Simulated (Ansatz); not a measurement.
BN (NiAs type, space group No. 194) at seven volumes, PBE (plane waves, PAW; program Ansatz), shape and atoms relaxed at each. One row is withheld.

| V (Å³/atom) | P (GPa) |
|---|---|
| 4.953 | 41.76 |
| 5.117 | 25.74 |
| 5.280 | ? |
| 5.443 | 0.00 |
| 5.607 | -10.30 |
| 5.770 | -19.21 |
| 5.933 | -26.89 |

**Question.** Fit the shown pressures and predict the withheld one.

**Answer.** P = (3/2)B₀(x^(7/2) − x^(5/2))[1 + (3/4)(B′ − 4)(x − 1)] with x = (V₀/V)^(2/3). Least squares on the six rows gives V₀ = 5.443 Å³/atom, B₀ = 369 GPa, B′ = 3.86. At V = 5.280, x = 1.0205 and P = 11.90 GPa. The run itself gave 11.93 GPa.

Space group P6_3/mmc (NiAs type). A made-up cell: these elements were put on the sites of a structure type. Its sites differ from those of the usual phase in this space group: another stacking or structure type. The cell was relaxed with PBE under the symmetry of its start. At this level the phase is dynamically unstable (imaginary phonons). Its formation energy is positive at this level, so the cell may be metastable or incomplete.

Potentials: the later of the program's two PAW sets.
